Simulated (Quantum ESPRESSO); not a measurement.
```
CELL_PARAMETERS angstrom
      0.00000     2.80338     2.80338
      2.80338     0.00000     2.80338
      2.80338     2.80338     0.00000
ATOMIC_POSITIONS crystal
  Be 0.00000 0.00000 0.00000
  Te 0.25000 0.25000 0.25000
```

Cell and atoms were relaxed with PBEsol from Materials Project entry mp-252, within its symmetry.

**Question.** What does norm-conserving PBEsol (Quantum ESPRESSO, 88 Ry, with spin-orbit coupling) give for the electronic structure near the Fermi level?

**Answer.** The PBEsol gap is indirect, 1.54 eV, from Γ to X; the smallest direct gap is 3.28 eV.
